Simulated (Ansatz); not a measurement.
A 10-atom cell of AlGa3O6 built on the corundum structure (relaxed group R3) was relaxed with 3 functionals in Ansatz, cell and atoms free, the symmetry of the start kept (meshes: PBE 6×6×6, r2SCAN 6×6×6, PBEsol 6×6×6). The calculation is spin-unpolarised, and the structure need not be a phase that has been made.

The r2SCAN result:
Space group R3:H (No. 146). a = 4.929 Å, b = 4.929 Å, c = 13.325 Å, α = 90.00°, β = 90.00°, γ = 120.00°
```csv
atom,site,symmetry,x,y,z
Al,3a,3.,0.0000,0.0000,0.1496
Ga,3a,3.,0.3333,0.6667,0.0252
Ga,3a,3.,0.3333,0.6667,0.3114
Ga,3a,3.,0.6667,0.3333,0.1880
O,9b,1,0.6992,0.9960,0.2474
O,9b,1,0.3501,0.0303,0.0834
```

The symmetry is R3 (No. 146, trigonal); conventional cell a = 4.929 Å, c = 13.325 Å, 9.34 Å³ an atom. Around Al lie 6 O at 1.88–1.97 Å; around Ga lie 6 O at 1.92–2.09 Å; around Ga lie 6 O at 1.92–2.08 Å; around Ga lie 6 O at 1.92–2.07 Å; around O lie 3 Ga at 1.92–2.09 Å and 1 Al at 1.97 Å; around O lie 1 Al at 1.88 Å and 3 Ga at 1.92–2.08 Å.

(1) Order the functionals by the relaxed volume, smallest first.
A. PBEsol
B. r2SCAN
C. PBE

(2) What lattice does PBE give?

(3) How does the cell change with PBEsol?

(4) Held at the r2SCAN cell, what mean stress does PBE find, and does its sign point to its own minimum?

## Answers

(1) B (9.34 Å³/atom), A (9.41 Å³/atom), C (9.72 Å³/atom).

(2) a = 4.995 Å, c = 13.492 Å; the volume differs by +4.0 % from r2SCAN's. Al has 6 O at 1.90–1.99 Å; Ga has 6 O at 1.94–2.12 Å; Ga has 6 O at 1.95–2.11 Å (further sites aren't listed).

(3) a = 4.944 Å, c = 13.336 Å; the volume differs by +0.7 % from r2SCAN's. Al is surrounded by 6 O at 1.88–1.97 Å; Ga is surrounded by 6 O at 1.92–2.10 Å; Ga is surrounded by 6 O at 1.93–2.08 Å (further sites aren't listed).

(4) Yes. PBE +8.99 GPa, and its relaxed volume is +4.0 % from r2SCAN's. Compression counts positive, so a positive stress asks for a larger cell.
